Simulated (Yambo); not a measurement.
Yambo run on a free-standing SnS₂ monolayer (symmetry P-3m1, slab cell 15.9 Å high). The wavefunctions are norm-conserving PBE (stringent potentials; Quantum ESPRESSO, 102 Ry, scalar-relativistic) ones on a 6×6×1 mesh (17 occupied bands); a = 3.647 Å, b = 3.647 Å, c = 15.900 Å, α = 90.00°, β = 90.00°, γ = 120.00°.

Yambo input:

```
rim_cut
gw0
dyson
el_el_corr
HF_and_locXC
ppa
em1d
rim_w
RandQpts= 1000000
RandGvec= 2 Ry
CUTGeo= "slab z"
EXXRLvcs= 102 Ry
VXCRLvcs= 408 Ry
Chimod= "HARTREE"
% BndsRnXp
 5 | 125 |
%
NGsBlkXp= 8 Ry
% LongDrXp
 1.0 | 1.0 | 0.0 |
%
RandGvecW= 1000 mRy
PPAPntXp= 27.2114 eV
% GbndRnge
 1 | 125 |
%
GTermKind= "none"
DysSolver= "n"
ExtendOut
% QPkrange
 2 | 2 | 17 | 17 |
 4 | 4 | 17 | 18 |
%
```

k points by index: 2 = (0, 0.167), 4 = M.

Resulting energies as the program prints them:

```
#    K-point    Band    Eo [eV]    E [eV]    E-Eo [eV]    Vxc [eV]    Vnlxc [eV]    Sc|Eo [eV]    Sc|E [eV]    dSc/dw|Eo [eV]    Re(Z)    Im(Z)
#
    2    17    0.000000    -0.576659    -0.576659    -13.61631    -16.09765    1.723319    1.904679    -8.555396    0.760793    -0.002328
    4    17    -0.261676    -0.885487    -0.623811    -13.44598    -16.09191    1.824909    2.022112    -8.599625    0.759853    -0.002370
    4    18    1.616953    2.594698    0.977745    -12.45904    -8.962131    -2.255094    -2.519161    -7.347914    0.787376    -0.002227
```
(The two width columns are left out.) Convergence of these settings isn't established.

Spin-orbit coupling is not included.

Geometry relaxed with PBEsol.
